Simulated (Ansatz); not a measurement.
**Relaxing an invented Hf2SnTe2 structure**

Computed with Ansatz 0.2.0, DFT PBE, scalar-relativistic, plane waves, PAW. Cutoff 420 eV, Gaussian smearing, Γ-centred meshes. Cell and atoms relax first on a coarse mesh and then on a finer one. In between, the cell is made exact in the group found at 0.06 Å. In metals the finer mesh still leaves noise of several meV/atom or more. The steps can't lower the symmetry of their start. No spin polarisation.

The guess for Hf2SnTe2 was made by a generator: random cell by space group and Wyckoff sites (R3m, No. 160). The dimensions are guesses.

```
Hf Sn Te
1.0
     3.72395    2.15002    4.57956
    -3.72395    2.15002    4.57956
     0.00000   -4.30004    4.57956
Hf Sn Te
2 1 2
Direct
  0.01758 0.01758 0.01758
  0.32541 0.32541 0.32541
  0.53590 0.53590 0.53590
  0.25026 0.25026 0.25026
  0.79671 0.79671 0.79671
```

The zero of energy is the elements' standard structures at the same level; no fitted shifts are applied. The references include grey tin.

**Question.** Where does the relaxation end?

**Answer.** The symmetry stays R3m (No. 160). The volume per atom shrinks by 44.1 %, from 44.0 to 24.6 Å³. The shortest distance goes from 1.03 Å (Hf–Te) to 2.84 Å (Hf–Te). The ratio c/a of the conventional cell changes by a factor of 1.57. The energy falls by about 82.2 eV/atom (the start's value is from the coarse mesh). The end is written in a standard setting, so origin, axes and order of atoms can differ from the start's. Conventional cell: a = 5.278 Å, c = 15.284 Å. Hf on its first site is surrounded by 1 Te at 3.06 Å, 3 Hf at 3.15 Å, 3 Sn at 3.28 Å, 1 Te at 3.30 Å and 6 Te at 3.54–3.66 Å; Hf on its second site has 1 Te at 2.84 Å, 1 Sn at 3.08 Å, 3 Hf at 3.15 Å, 3 Te at 3.20 Å and 3 Sn at 3.65 Å; Sn has 4 Te at 3.00–3.16 Å, 1 Hf at 3.08 Å, 3 Hf at 3.28 Å, 3 Hf at 3.65 Å and 3 Te at 3.70 Å; around Te on its first site lie 1 Hf at 2.84 Å, 1 Hf at 3.06 Å, 3 Sn at 3.16 Å, 3 Te at 3.30 Å and 6 Hf at 3.66–3.79 Å; Te on its second site is surrounded by 1 Sn at 3.00 Å, 4 Hf at 3.20–3.30 Å, 3 Te at 3.30 Å, 3 Hf at 3.54 Å and 3 Sn at 3.70 Å.

```cif
data_structure
_symmetry_space_group_name_H-M 'P 1'
_symmetry_Int_Tables_number 1
_cell_length_a 5.9366
_cell_length_b 5.9366
_cell_length_c 5.9366
_cell_angle_alpha 52.790
_cell_angle_beta 52.790
_cell_angle_gamma 52.790
_cell_volume 122.92
loop_
_atom_site_label
_atom_site_type_symbol
_atom_site_fract_x
_atom_site_fract_y
_atom_site_fract_z
_atom_site_occupancy
Hf1 Hf 0.00648 0.00648 0.00648 1
Hf2 Hf 0.62017 0.62017 0.62017 1
Sn1 Sn 0.41871 0.41871 0.41871 1
Te1 Te 0.80618 0.80618 0.80618 1
Te2 Te 0.22260 0.22260 0.22260 1
```

**Question.** How does it come out in energy, and is it a metal?

**Answer.**

| Property | Result |
| --- | --- |
| Energy over the elements | +0.16 eV/atom |
| Gap on the 12×12×12 mesh of the 5-atom cell | 0 eV (a metal) |

The separate elements lie lower, so it is unstable against them.

The last run used Gaussian smearing of 0.10 eV. Spin–orbit coupling, which can matter for Hf and Te, is left out. The reference form of Te is held partly by dispersion forces, which this level lacks. A structure relaxed within its symmetry needn't be a true minimum. Another cell of Hf2SnTe2 relaxed alike, in I4/mmm, lies 241 meV/atom lower, so this cell isn't the stable form at this level.
